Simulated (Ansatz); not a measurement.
input.yaml (Ansatz)

```yaml
crystal:
  lattice:
    - [-2.0924080664, 2.440415374, 1.3138813035]
    - [2.440415374, -2.0924080664, 1.3138813035]
    - [2.5512733479, 2.5512733479, -0.6765052824]
  atoms:
    - { symbol: Pt, position: [0.0162919124, 0.9837080876, 1.0] }
    - { symbol: Pt, position: [0.7337080876, 0.2662919124, 0.5] }
hamiltonian:
  xc: lda
  pseudopotentials:
    kind: paw_fr
    azcp:
      Pt: "pseudopotentials/Pt.paw.azcp"
basis:
  ecutwfc: 420
  fft_grid_basis: typed
kpoints:
  mp_grid: { grid: [13, 13, 9], shift: [0, 0, 0] }
magnetization:
  noncollinear: true
  spin_orbit: true
scf:
  occupations: { method: fermi_dirac, width: 0.1 }
```

Output

```
Warning: the record states the generating functional pbe (its physics header spells it `PBE`), which answers neither for hamiltonian.xc's functional nor for the lda family's — results may be inconsistent (PPs are generated against a specific XC)
Engine: ansatz 0.2.0, x86_64-unknown-linux-gnu
Pseudopotentials: kind: paw_fr
Pseudopotential: Pt, paw_fr, valence charge 18, recommended cutoff 420 eV (normal) 
Functional definition: SPW92
  exchange = slater_x
  correlation = pw_c
non-collinear run that drives no moment, with spin-orbit: no starting moment large enough to seed its density (crystal.atoms[].spin), no starting occupations that ask for one, no magnetisation constraint and no magnetic field, so the semilocal B_xc is pinned to zero
Crystal: 2 atoms, lattice volume = 31.456 Å³
Basis set: ecut = 420 eV, 635 PW (Γ)
Bands: 44, of which v1, the nominal top of the filled ones, is band 36 counted from 1 (35 counted from 0)
Symmetry: 4 space group operations + 4 with time reversal
Magnetic group: BNS 15.86 (UNI 93), of the structure as read, at distance tolerance 3.2e-5 Å
k-points: 413 of 1521
Projection manifold: j_resolved (fully-relativistic pseudo-atomic orbitals)
Non-local potential: Pt, projectors of the file, l = 0: 3, l = 1: 4, l = 2: 4, l = 3: 2
PAW form: soft (Blöchl's): semilocal exchange-correlation on the pseudo side does not see the compensation charge
PAW frozen core: Pt, regenerated for the run's functional, and the local potential with it (the file was generated under x = pbe(κ = 0.804, μ = 0.2195149727645171), c = pbe(β = 0.06672455060314922))
PAW one-centre angular grid: Pt, 590 points (default); XC on 64 Gauss nodes
Initial density: superposition of atomic densities (chi_scale 0.1, normalization cell)
Initial wavefunctions: pseudopotential atomic-orbital guess
Functional: x = slater, c = lda
SCF iter   1: F=—  HF=-24557.139294 eV  |F-HF|=—  |Δ(HF+E_count)|=         —  Δρ=1.01e-1  dr2=2.71e0  dr2_m=0.00e0 (ungated)  ethr=3.10e-3  |M|=0.00e0 ∫|m|=0.00e0 μB  |m|>n=0.0e0 m-floor=0.0e0 τ_xc=0.0e0  β_m=0.30  ⟨swp⟩=6.6  Hψ=39243  notcnv=0  defer=96
spin=Noncollinear: Kerker preconditioning applied to the charge; magnetization (m_x, m_y, m_z) channels mix plain (no charge-response kernel on spin).
SCF iter   2: F=—  HF=-24556.598223 eV  |F-HF|=—  |Δ(HF+E_count)|=   5.41e-1  Δρ=6.79e-2  dr2=1.20e0  dr2_m=0.00e0 (ungated)  ethr=3.10e-3  |M|=0.00e0 ∫|m|=0.00e0 μB  |m|>n=0.0e0 m-floor=0.0e0 τ_xc=0.0e0  β_m=0.58  ⟨swp⟩=2.0  Hψ=11796  notcnv=0  defer=404
SCF iter   3: F=—  HF=-24556.204452 eV  |F-HF|=—  |Δ(HF+E_count)|=   3.94e-1  Δρ=1.05e-2  dr2=1.50e-2  dr2_m=0.00e0 (ungated)  ethr=3.10e-3  |M|=0.00e0 ∫|m|=0.00e0 μB  |m|>n=0.0e0 m-floor=0.0e0 τ_xc=0.0e0  β_m=0.79  ⟨swp⟩=2.0  Hψ=14376  notcnv=0  defer=404
SCF iter   4: F=—  HF=-24556.206420 eV  |F-HF|=—  |Δ(HF+E_count)|=   1.97e-3  Δρ=3.70e-3  dr2=4.57e-3  dr2_m=0.00e0 (ungated)  ethr=4.16e-5  |M|=0.00e0 ∫|m|=0.00e0 μB  |m|>n=0.0e0 m-floor=0.0e0 τ_xc=0.0e0  β_m=0.84  ⟨swp⟩=2.0  Hψ=17498  notcnv=0  defer=404
SCF iter   5: F=—  HF=-24556.204998 eV  |F-HF|=—  |Δ(HF+E_count)|=   1.42e-3  Δρ=5.59e-4  dr2=1.19e-4  dr2_m=0.00e0 (ungated)  ethr=1.27e-5  |M|=0.00e0 ∫|m|=0.00e0 μB  |m|>n=0.0e0 m-floor=0.0e0 τ_xc=0.0e0  β_m=0.92  ⟨swp⟩=2.0  Hψ=12526  notcnv=0  defer=404
SCF iter   6: F=—  HF=-24556.204970 eV  |F-HF|=—  |Δ(HF+E_count)|=   2.81e-5  Δρ=7.18e-5  dr2=1.81e-6  dr2_m=0.00e0 (ungated)  ethr=3.30e-7  |M|=0.00e0 ∫|m|=0.00e0 μB  |m|>n=0.0e0 m-floor=0.0e0 τ_xc=0.0e0  β_m=0.96  ⟨swp⟩=2.0  Hψ=12579  notcnv=0  defer=404
SCF iter   7: F=—  HF=-24556.204970 eV  |F-HF|=—  |Δ(HF+E_count)|=   1.81e-7  Δρ=1.40e-5  dr2=4.84e-8  dr2_m=0.00e0 (ungated)  ethr=2.78e-10  |M|=0.00e0 ∫|m|=0.00e0 μB  |m|>n=0.0e0 m-floor=0.0e0 τ_xc=0.0e0  β_m=0.98  ⟨swp⟩=2.0  Hψ=28030  notcnv=0
SCF iter   8: F=-24556.204970 eV  HF=-24556.204970 eV  |F-HF|=1.48e-9  |Δ(HF+E_count)|=   1.04e-8  Δρ=2.99e-6  dr2=2.44e-9  dr2_m=0.00e0 (ungated)  ethr=1.35e-10  |M|=0.00e0 ∫|m|=0.00e0 μB  |m|>n=0.0e0 m-floor=0.0e0 τ_xc=0.0e0  ⟨swp⟩=1.0  Hψ=24699  notcnv=0
SCF 1 converged in 8 iterations: F = -24556.204970 eV  dr2 = 2.44e-9
SCF converged after 8 iterations
Magnetization: |M| = 0.0000 μB,  M = (+0.0000, +0.0000, +0.0000) μB
Absolute magnetization: 0.0000 μB (∫|m|)
  site 0: m = (+0.0000, +0.0000, +0.0000) μB, |m| = 0.0000 μB  (R = 1.06 Å)
  site 1: m = (+0.0000, +0.0000, +0.0000) μB, |m| = 0.0000 μB  (R = 1.06 Å)
Free energy (F): -24556.204970 eV
Harris-Foulkes:  -24556.204970 eV  (|F-HF|=1.48e-9)
Internal energy: -24556.135226 eV  (E = F + TS)
E sigma→0 (E₀):  -24556.170098 eV
Entropy (-TS):   -0.069744 eV (-34.872 meV/atom)
Fermi energy:    22.068303 eV
--- Per-component energies (eV) ---
  E_band       = -326.654977
  E_kinetic    = 1277.476782
  E_local      = -3134.436134  (includes V_loc(G=0)·N_el)
  E_nonlocal   = 389.743489
  E_hartree    = 1163.930658
  E_xc         = -521.655048
  E_vxc        = -606.702488  (∫ρ·V_xc dr)
  E_paw        = -18405.418810  (= ΣΔE_a)
  E_vpaw       = -580.600956  (= ΣTr[D̂ρ^β])
  E_aug_tail   = 0.000284  (compensation charges beyond the density's cutoff)
  E_ewald      = -5326.721706
  E_core_change = 0.945260  (= ΣΔE_core)
  E_smearing   = -0.069744  (= −TS)
  E_closure    = -0.000000  (closes the sum)
  Σ components = -24556.204970   (vs F -24556.204970, Δ=0.00e0)
```
